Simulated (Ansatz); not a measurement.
# Calculated ¹⁷O NMR of the central transition for V2O5

Cell: a computed structure from the Materials Project (it need not be an observed phase), atoms as given.

Space group C2/c (No. 15); a = 12.0512, b = 4.7243, c = 5.3924 Å, β = 103.65°.

| site | Wyckoff | site symmetry | x | y | z |
| --- | --- | --- | --- | --- | --- |
| V | 8f | 1 | 0.3571 | 0.7403 | 0.7527 |
| O5 | 8f | 1 | 0.3900 | 0.0602 | 0.5176 |
| O9 | 8f | 1 | 0.2034 | 0.0702 | 0.1316 |
| O13 | 4e | 2 | 0.5000 | 0.6148 | 0.7500 |

One atom of each set is listed; the run and its k-mesh use a cell of 14 atoms with edges of 6.47, 6.47, 5.39 Å.

All values are calculated (Ansatz; DFT, PBE, plane waves and PAW (field gradients read without the response of the frozen cores, which leaves them typically 4 to 6 % off), scalar-relativistic, 420 eV cutoff, Γ-centred 6×6×5 k-points, Fermi–Dirac smearing 0.02 eV), not measured.

¹⁷O has I = 5/2 and Q = -25.58 mb (Pyykkö 2018); at 23.5 T its Larmor frequency is ν₀ = 135.7 MHz. Only the quadrupole interaction is simulated: positions count from each site's isotropic chemical shift, and J coupling is left out, as are shift anisotropy and dipolar coupling, which fast spinning averages.

Question: Give C_Q, η, the quadrupolar product P_Q = |C_Q|(1 + η²/3)^½, the second-order isotropic shift and the breadth of the pattern (fast magic-angle spinning) for each O site.

Answer: 

```
site                                         first shell  C_Q (MHz)     η  P_Q (MHz)  δ_QIS (ppm)  breadth (kHz)
  O5  2 V at 1.68–2.07 Å, angle 153°; also 1 V at 3.31 Å      -1.05  0.78       1.15       -0.433          0.134
  O9                                  3 V at 1.81–2.18 Å       2.89  0.49       3.01        -2.94          0.927
 O13                           2 V at 1.82 Å, angle 142°      -2.34  0.90       2.63        -2.26          0.685
```

δ_QIS = −(ν_Q²/30ν₀²)[I(I+1) − 3/4](1 + η²/3) × 10⁶ ppm with ν_Q = 3|C_Q|/[2I(2I−1)]; it falls as 1/B₀² in ppm, and the breadth as 1/B₀ in kHz.

At this cell the PBE pressure is -6 GPa, so with PBE the cell would shrink if it were relaxed. The entry's cell may itself be off. The largest force is 1.2 eV/Å, so the atoms aren't at the calculated equilibrium and relaxing them would move these values.
